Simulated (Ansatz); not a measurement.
Space group Fm-3m (No. 225). a = 11.569 Å, b = 11.569 Å, c = 11.569 Å, α = 90.00°, β = 90.00°, γ = 90.00°
```
atom  site  symmetry       x       y       z
   W    4a      m-3m  0.0000  0.0000  0.0000
   I   24e      4m.m  0.2344  0.0000  0.0000
```

Equation of state of this WI$_{6}$ structure (not necessarily the ground state), with shape and atoms relaxed at each volume where symmetry leaves them free. Computed with Ansatz 0.2.0, DFT PBE, scalar-relativistic, plane waves, PAW.

Plane waves to 420 eV, a k mesh through Γ of 6×6×6 on the computed 7-atom cell and Gaussian smearing (0.01 eV); no spin polarisation.

```json
{"V (Å³/atom)": "48.663", "E − E(largest V) (meV/atom)": "6.69", "P (GPa)": "0.49", "gap on mesh (eV)": "0.00"}
{"V (Å³/atom)": "50.322", "E − E(largest V) (meV/atom)": "2.39", "P (GPa)": "0.35", "gap on mesh (eV)": "0.01"}
{"V (Å³/atom)": "51.981", "E − E(largest V) (meV/atom)": "-0.45", "P (GPa)": "0.20", "gap on mesh (eV)": "0.07"}
{"V (Å³/atom)": "53.640", "E − E(largest V) (meV/atom)": "-1.82", "P (GPa)": "0.08", "gap on mesh (eV)": "0.13"}
{"V (Å³/atom)": "55.299", "E − E(largest V) (meV/atom)": "-2.19", "P (GPa)": "-0.01", "gap on mesh (eV)": "0.18"}
{"V (Å³/atom)": "56.958", "E − E(largest V) (meV/atom)": "-1.93", "P (GPa)": "-0.05", "gap on mesh (eV)": "0.23"}
{"V (Å³/atom)": "58.617", "E − E(largest V) (meV/atom)": "-1.26", "P (GPa)": "-0.08", "gap on mesh (eV)": "0.28"}
{"V (Å³/atom)": "60.829", "E − E(largest V) (meV/atom)": "0.00", "P (GPa)": "-0.10", "gap on mesh (eV)": "0.33"}
```

Problem. Fit a third-order Birch–Murnaghan equation, E = E0 + (9V0B0/16)·[(x − 1)³B0' + (x − 1)²(6 − 4x)] with x = (V0/V)^(2/3), to E(V).

Solution. V0 = 55.43 Å³/atom, B0 = 2 GPa, B0' = 11.8. B0' is unusual or poorly fixed by this range.

Spin-orbit coupling is left out, which matters for the bands of heavy elements. The cell holds layers, chains or molecules and no dispersion correction was added, so their binding is poorly described.

The slope of the tabulated pressures gives B = 2 GPa at V0, so the fit is only rough here.

The cell was found from a structure generator's guess, not taken from experiment.
